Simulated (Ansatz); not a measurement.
AgPt:
```cif
data_AgPt
_chemical_formula_sum 'Ag1 Pt1'
_space_group_name_H-M_alt 'P 1'
_space_group_IT_number 1
_cell_length_a 2.74691
_cell_length_b 2.74691
_cell_length_c 4.16935
_cell_angle_alpha 90.000
_cell_angle_beta 90.000
_cell_angle_gamma 90.000
loop_
_space_group_symop_operation_xyz
  'x, y, z'
loop_
_atom_site_label
_atom_site_type_symbol
_atom_site_fract_x
_atom_site_fract_y
_atom_site_fract_z
_atom_site_occupancy
Ag1 Ag 0.00000 0.00000 0.00000 1
Pt1 Pt 0.50000 0.50000 0.50000 1
```

Relaxed with PBEsol.

### Question
Which orbitals make up the states near the Fermi level in DFT-PBEsol in the program Ansatz with PAW potentials?

### Answer
Within 0.5 eV of the Fermi level: Pt 5d 72 %, Ag 4d 13 %, Ag 5s 6 %, Pt 6s 6 %. Projections are on Löwdin-orthogonalised atomic valence shells; empty p or d shells of many metals are not among them.

### Question
Tabulate the density of states.

### Answer
States/eV per cell of 2 atoms, in 0.25 eV bins, energy from the Fermi level.

```tsv
E (eV)	total	Ag 4d	Pt 5d	Pt 6s
-7.85	0.16	0.00	0.00	0.08
-7.60	0.19	0.00	0.00	0.10
-7.35	0.24	0.01	0.01	0.12
-7.10	0.29	0.01	0.01	0.16
-6.85	0.38	0.03	0.03	0.21
-6.60	0.69	0.17	0.08	0.29
-6.35	1.28	0.55	0.20	0.38
-6.10	1.90	1.00	0.38	0.32
-5.85	4.10	2.46	0.92	0.36
-5.60	3.89	2.52	0.96	0.17
-5.35	3.72	2.39	1.07	0.05
-5.10	3.48	2.41	0.89	0.03
-4.85	3.71	2.71	0.83	0.04
-4.60	3.68	2.64	0.88	0.04
-4.35	3.74	2.57	0.90	0.05
-4.10	3.40	2.43	0.72	0.05
-3.85	4.72	3.10	1.40	0.08
-3.60	5.16	3.06	1.83	0.10
-3.35	3.37	1.79	1.32	0.11
-3.10	3.53	1.77	1.49	0.11
-2.85	3.13	1.26	1.60	0.12
-2.60	2.73	0.80	1.68	0.12
-2.35	2.14	0.62	1.34	0.08
-2.10	2.09	0.77	1.18	0.06
-1.85	2.60	0.80	1.65	0.08
-1.60	3.35	0.84	2.37	0.07
-1.35	2.57	0.57	1.88	0.05
-1.10	2.38	0.31	1.96	0.05
-0.85	2.56	0.32	2.11	0.05
-0.60	3.70	0.53	3.01	0.07
-0.35	3.33	0.46	2.64	0.11
-0.10	1.62	0.20	1.18	0.11
0.15	0.92	0.11	0.53	0.10
0.40	0.77	0.10	0.34	0.09
0.65	0.66	0.07	0.28	0.09
0.90	0.61	0.06	0.24	0.09
1.15	0.57	0.05	0.22	0.08
1.40	0.49	0.04	0.14	0.08
1.65	0.46	0.03	0.10	0.08
1.90	0.45	0.03	0.09	0.08
2.15	0.44	0.03	0.08	0.08
2.40	0.45	0.02	0.08	0.08
2.65	0.49	0.02	0.10	0.09
2.90	0.58	0.02	0.13	0.13
3.15	0.56	0.02	0.11	0.12
3.40	0.53	0.02	0.09	0.11
3.65	0.50	0.01	0.07	0.10
3.90	0.47	0.01	0.06	0.09
4.15	0.44	0.01	0.05	0.08
4.40	0.42	0.01	0.04	0.07
4.65	0.39	0.01	0.03	0.06
```

Space group P4/mmm (L1₀ or tetragonal B2). The start of the workflow was typed in or built on a structure type; neither database checked (COD, Materials Project) lists it. Whether it is the stable phase at ambient conditions was not checked. The cell was relaxed with PBEsol under the symmetry of its start; its stability against distortions is not shown here. No spin polarisation was allowed. Spin–orbit coupling is left out wherever it is not named.

Potentials: the earlier of the program's two PAW sets. The files were generated under PBE; for other functionals the program regenerates the frozen cores, and for LDA and PBEsol the local potential too.
